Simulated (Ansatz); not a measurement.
input.yaml (Ansatz)

```yaml
crystal:
  lattice:
    - [-1.7654612585, 1.7653890449, 1.2112768709]
    - [1.7653890449, -1.7654612585, 1.2112768709]
    - [2.8874718137, 2.8874718137, -1.2114091302]
  atoms:
    - { symbol: Cr, position: [0.9999881537, 1.18463e-05, 1.0], spin: 1.5 }
    - { symbol: Cr, position: [0.7500118463, 0.2499881537, 0.5], spin: -1.5 }
hamiltonian:
  xc: lda
  pseudopotentials:
    kind: paw
    azcp:
      Cr: "pseudopotentials/Cr.paw.azcp"
basis:
  ecutwfc: 420
  fft_grid_basis: typed
kpoints:
  mp_grid: { grid: [17, 17, 9], shift: [0, 0, 0] }
magnetization:
  spin_polarized: true
scf:
  occupations: { method: fermi_dirac, width: 0.05 }
  lower_state_search: "off"
output:
  stress: true
```

and its output:

```
Warning: the record states the generating functional pbe (its physics header spells it `PBE`), which answers neither for hamiltonian.xc's functional nor for the lda family's — results may be inconsistent (PPs are generated against a specific XC)
Engine: ansatz 0.2.0, aarch64-unknown-linux-gnu
Pseudopotentials: kind: paw
Pseudopotential: Cr, paw, valence charge 14, recommended cutoff 420 eV (normal) 
Functional definition: SPW92
  exchange = slater_x
  correlation = pw_c
Crystal: 2 atoms, lattice volume = 24.698 Å³
Basis set: ecut = 420 eV, 477 PW (Γ)
Bands: 20, of which v1, the nominal top of the filled ones, is band 14 counted from 1 (13 counted from 0)
Symmetry: 2 space group operations
Space group: C2 (ITA 5), of the structure as read, at distance tolerance 2.9e-5 Å
Magnetic group: BNS 15.88 (UNI 95), of the structure as read, at distance tolerance 2.9e-5 Å
k-points: 693 of 2601 (time reversal used)
Non-local potential: Cr, projectors of the file, l = 0: 3, l = 1: 2, l = 2: 3, l = 3: 1
PAW form: soft (Blöchl's): semilocal exchange-correlation on the pseudo side does not see the compensation charge
PAW frozen core: Cr, regenerated for the run's functional, and the local potential with it (the file was generated under x = pbe(κ = 0.804, μ = 0.2195149727645171), c = pbe(β = 0.06672455060314922))
PAW one-centre angular grid: Cr, 590 points (default); XC on 64 Gauss nodes
Initial density: superposition of atomic densities (chi_scale 0.1, normalization cell)
Starting moments: Σ|m| = 3 μB on 2 of 2 sites
Starting magnetic order: antiferromagnet; an inversion exchanges its spin sublattices: spin-degenerate at every k-point
Initial wavefunctions: pseudopotential atomic-orbital guess
Functional: x = slater, c = lda
SCF iter   1: F=—  HF=-6648.710728 eV  |F-HF|=—  |Δ(HF+E_count)|=         —  Δρ=1.50e-1 (↑1.50e-1 ↓1.50e-1)  dr2=1.22e1  dr2_m=1.73e0  M=-0.000 μB ∫|m|=1.334 μB  β_m=0.30  ethr=3.10e-3  ⟨swp⟩=3.7  Hψ=97572  notcnv=0
SCF iter   2: F=—  HF=-6646.260836 eV  |F-HF|=—  |Δ(HF+E_count)|=    2.45e0  Δρ=8.48e-2 (↑8.48e-2 ↓8.48e-2)  dr2=3.33e0  dr2_m=7.66e-1  M=0.000 μB ∫|m|=1.367 μB  β_m=0.30  ethr=3.10e-3  ⟨swp⟩=2.0  Hψ=62916  notcnv=0  defer=824
SCF iter   3: F=—  HF=-6645.435172 eV  |F-HF|=—  |Δ(HF+E_count)|=   8.26e-1  Δρ=3.83e-2 (↑3.83e-2 ↓3.83e-2)  dr2=8.20e-2  dr2_m=2.69e-1  M=-0.000 μB ∫|m|=1.467 μB  β_m=0.30  ethr=3.10e-3  ⟨swp⟩=2.7  Hψ=56661  notcnv=0  defer=782
SCF iter   4: F=—  HF=-6645.404878 eV  |F-HF|=—  |Δ(HF+E_count)|=   3.03e-2  Δρ=3.41e-2 (↑3.41e-2 ↓3.40e-2)  dr2=5.61e-2  dr2_m=2.46e-1  M=-0.000 μB ∫|m|=1.289 μB  β_m=0.30  ethr=2.93e-4  ⟨swp⟩=3.0  Hψ=68956  notcnv=0  defer=288
SCF iter   5: F=—  HF=-6645.411956 eV  |F-HF|=—  |Δ(HF+E_count)|=   7.08e-3  Δρ=2.67e-2 (↑2.64e-2 ↓2.67e-2)  dr2=1.62e-3  dr2_m=1.59e-1  M=0.000 μB ∫|m|=1.212 μB  β_m=0.30  ethr=2.00e-4  ⟨swp⟩=3.0  Hψ=54934  notcnv=0  defer=288
SCF iter   6: F=—  HF=-6645.432785 eV  |F-HF|=—  |Δ(HF+E_count)|=   2.08e-2  Δρ=2.45e-2 (↑2.45e-2 ↓2.23e-2)  dr2=2.08e-3  dr2_m=1.24e-1  M=-0.000 μB ∫|m|=1.110 μB  β_m=0.30  ethr=5.78e-6  ⟨swp⟩=2.0  Hψ=52011  notcnv=0  defer=288
...
iter 20 did not close the SCF: its close was put off for a magnetic moment that had not settled (scf_convergence_deferred on its scf_iter line)
SCF iter  20: F=-6645.509815 eV  HF=-6645.509815 eV  |F-HF|=3.70e-9  |Δ(HF+E_count)|=   1.31e-8  Δρ=6.29e-6 (↑6.29e-6 ↓5.36e-6)  dr2=8.76e-9  dr2_m=4.89e-9  M=0.000 μB ∫|m|=0.000 μB  β_m=0.82  ethr=3.06e-10  ⟨swp⟩=3.9  Hψ=77166  notcnv=0
iter 21 did not close the SCF: its close was put off for a magnetic moment that had not settled (scf_convergence_deferred on its scf_iter line)
SCF iter  21: F=-6645.509815 eV  HF=-6645.509815 eV  |F-HF|=1.71e-10  |Δ(HF+E_count)|=   3.83e-9  Δρ=1.56e-6 (↑1.56e-6 ↓1.33e-6)  dr2=1.22e-10  dr2_m=4.29e-10  M=0.000 μB ∫|m|=0.000 μB  β_m=0.86  ethr=3.13e-11  ⟨swp⟩=1.0  Hψ=69985  notcnv=0
SCF iter  22: F=-6645.509815 eV  HF=-6645.509815 eV  |F-HF|=6.37e-12  |Δ(HF+E_count)|=  4.94e-10  Δρ=3.32e-7 (↑3.32e-7 ↓3.13e-7)  dr2=1.61e-11  dr2_m=1.59e-11  M=0.000 μB ∫|m|=0.000 μB  ethr=1.00e-12  ⟨swp⟩=1.0  Hψ=69065  notcnv=0
WARN: the starting moments were not kept: the SCF closed with an absolute magnetisation of 1.5e-5 μB, where they sum to 3 μB in size (2 sites). That is at most 0.1 of that sum. Measured as dr2_m measures the in/out step, that magnetisation stands 1.1e-10 eV from none, at or under the dr2_threshold of 1.0e-7 eV: it is no larger than a step whose dr2_m would equal this threshold. The system may hold no moment; this SCF shows only that its start led to no more than that. To try another start: raise the starting moments (crystal.atoms[].spin, magnetization.per_species, magnetization.initial_magnetization, or on a non-collinear deck that types none of these the spinor_matrix: blocks that start its atoms; where the total moment is fixed, keep their sum and leave initial_magnetization as it is; typed ones take the place of any that the run laid by itself, positive ones on a crystal's lanthanoids without a Hubbard term where scf.initial_density.shell_occupations: [] is typed) or, if the notice of its spin-set hold's release reads "site moments contracting" or "site moments show no strong build", lengthen the hold (scf.mixing.spin_hold: { on: { confirm: 4 } }; for m-r²SCAN on two components see the key's manual first). Each may lead to a state that holds a moment. A second SCF, from the converged charge density, with the starting moments and any scf.initial_density.shell_occupations laid on it anew, would have followed, and was not run: the deck does not ask for one (magnetization.retry_lost_moments is false, the default). To let it run, set magnetization.retry_lost_moments: true and run the deck again, where that key's refused combinations let it; where memory then withholds it, that run's warning says so.
SCF 1 converged in 22 iterations: F = -6645.509815 eV  dr2 = 1.61e-11
SCF converged after 22 iterations
Magnetization: 0.0000 μB (14.0000 up, 14.0000 down)
Absolute magnetization: 0.0000 μB (∫|ρ↑−ρ↓|, with the PAW one-centre terms)
Spin contamination: 0.0000 ħ² per cell (⟨S²⟩ above its minimum at these occupations)
Per-site moments (μB) at R_I (Å): [(-6.605402348709704e-6, 0.99930341938045), (7.3589893307041175e-6, 0.99930341938045)]
Free energy (F): -6645.509815 eV
Harris-Foulkes:  -6645.509815 eV  (|F-HF|=6.37e-12)
Internal energy: -6645.495156 eV  (E = F + TS)
E sigma→0 (E₀):  -6645.502486 eV
Entropy (-TS):   -0.014659 eV (-7.329 meV/atom)
Fermi energy:    17.457479 eV
--- Per-component energies (eV) ---
  E_band       = -330.307830
  E_kinetic    = 684.737570
  E_local      = -2494.082579  (includes V_loc(G=0)·N_el)
  E_nonlocal   = 166.253101
  E_hartree    = 1073.841301
  E_xc         = -277.019445
  E_vxc        = -355.308359  (∫ρ·V_xc dr)
  E_paw        = -2281.290753  (= ΣΔE_a)
  E_vpaw       = -479.591047  (= ΣTr[D̂ρ^β])
  E_aug_tail   = 0.000746  (compensation charges beyond the density's cutoff)
  E_ewald      = -3518.665346
  E_core_change = 0.730249  (= ΣΔE_core)
  E_smearing   = -0.014659  (= −TS)
  E_closure    = 0.000000  (closes the sum)
  Σ components = -6645.509815   (vs F -6645.509815, Δ=0.00e0)
--- Stress (GPa, compression-positive) ---
      -25.561655      -0.628029       0.003937
       -0.628029     -25.561655       0.003937
        0.003937       0.003937     -25.172673
  P = ⅓ Tr σ = -25.4320 GPa (-254.320 kbar)
```
